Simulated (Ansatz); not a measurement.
One crystal and one scan (energy over volume and axial ratio) at two levels, PBE (plane waves to 420 eV, PAW, scalar-relativistic; Ansatz, an electronic-structure program) and r2SCAN (plane waves to 500 eV, PAW, scalar-relativistic; Ansatz), each from its own relaxed cell and on its own mesh. The cell shown is that of PBE.

InSb (zinc blende)

```yaml
crystal:
  lattice:
    - [0.00000, 3.31730, 3.31730]
    - [3.31730, 0.00000, 3.31730]
    - [3.31730, 3.31730, 0.00000]
  atoms:
    - { symbol: Sb, position: [0.75000, 0.75000, 0.75000] }
    - { symbol: In, position: [0.00000, 0.00000, 0.00000] }
```

Grid over V/V₀ and (c/a)/(c/a)₀, subscript 0 meaning the relaxed cell; the conventional c axis lies along z; no internal relaxation.

The energy includes the smearing's −TS. InSb was relaxed with its symmetry unable to fall. Spin-orbit coupling is left out, though Sb is heavy. With partly filled bands, the response to shear is sensitive to the k mesh, so small differences along c/a are uncertain. Percentages come from the unrounded values. Both scans cover V/V₀ from 0.920 to 1.080 and (c/a)/(c/a)₀ from 0.920 to 1.080.

```json
[
 {"quantity": "Lattice constant a (Å)", "PBE": "6.635", "r2SCAN": "6.556", "PBE − r2SCAN": "+0.079 (+1.2 %)"},
 {"quantity": "Shear modulus C′ = (C11 − C12)/2 (fit, atoms clamped) (GPa)", "PBE": "13.2", "r2SCAN": "15.1", "PBE − r2SCAN": "-1.9 (-12 %)"}
]
```

PBE gives the higher value for: lattice constant a. PBE gives the lower value for: shear modulus C′. (PBE) At this level the bands of InSb touch or barely overlap; measurements give the solid a gap. (r2SCAN) At this level the bands of InSb touch or barely overlap; measurements give the solid a gap.

(A scan under strain: stresses follow from slopes of the energy per volume, elastic moduli from its curvatures.)
